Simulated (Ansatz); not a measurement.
MgO (wurtzite, P6_3mc), LDA (plane waves, PAW; program Ansatz). The conduction-band minimum lies at Γ, with 1 equivalent valley. Second derivatives d²E/dk² of the lowest band at one valley (eV·Å²), along Cartesian directions:

| direction | d²E/dk² |
|---|---|
| [100] | 21.74 |
| [010] | 21.74 |
| [001] | 22.39 |
| [110] | 21.74 |
| [101] | 22.06 |
| [011] | 22.06 |

**Question.** Find the principal effective masses, the density-of-states mass and the conductivity mass.

**Answer.** Off-diagonal terms follow from H_xy = H[110] − (H_xx + H_yy)/2, and m*/mₑ = 7.620 eV·Å² over each eigenvalue: 0.34, 0.35, 0.35. One valley's DOS mass (m₁m₂m₃)^(1/3) = 0.35, conductivity mass 3/(Σ 1/mᵢ) = 0.35 mₑ.

**Question.** What effective density of states Nc follows at 300 K for parabolic valleys?

**Answer.** Nc = 2.509e19 × 1 × (0.35)^(3/2) ≈ 5.2e18 cm⁻³.

**Question.** With the computed static dielectric constant 6.03 (mean of the diagonal), estimate a hydrogenic donor's binding energy and radius.

**Answer.** E = 13.606 eV × 0.35/6.03² ≈ 130 meV; a = 0.529 Å × ε/m* ≈ 9.1 Å. Semilocal masses tend to be too small where the gap is.

The first step of the workflow began from a Materials Project structure, measured or hypothetical; the Crystallography Open Database copy checked does not list it. It is not the phase usual at ambient conditions (space group No. 225). Symmetry was held in the LDA relaxation; phonons on a q-mesh show no instability.

Potentials: the later of the program's two PAW sets.
